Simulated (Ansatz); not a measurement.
A generated cell, not matched to a known phase here, of CaB₂: P6/mmm (No. 191), hP3; a = b = 3.2211 Å, c = 4.0684 Å, α = β = 90.00°, γ = 120.00°; Ca 1a (0.000, 0.000, 0.000); B 2d (0.333, 0.667, 0.500). Computed with r2SCAN (plane waves to 500 eV, PAW, scalar-relativistic; Ansatz, a program for electronic structure). Element references, the lowest calculated here: Ca (Fm-3m), B (R-3m).

Problem. Give the formation energy of this P6/mmm form of CaB2 from the elements at the level r2SCAN.

Solution. -0.21 eV/atom.

A lower structure of this composition may exist.

Static energies, no anion corrections, no zero-point energy. Values are rounded to 0.01 eV/atom. Not shown to be the ambient phase of their composition (a lower form may be missing, and a cell relaxed within its start's symmetry can be a saddle point): CaB2 (P6/mmm). The compounds carry no spin polarisation.
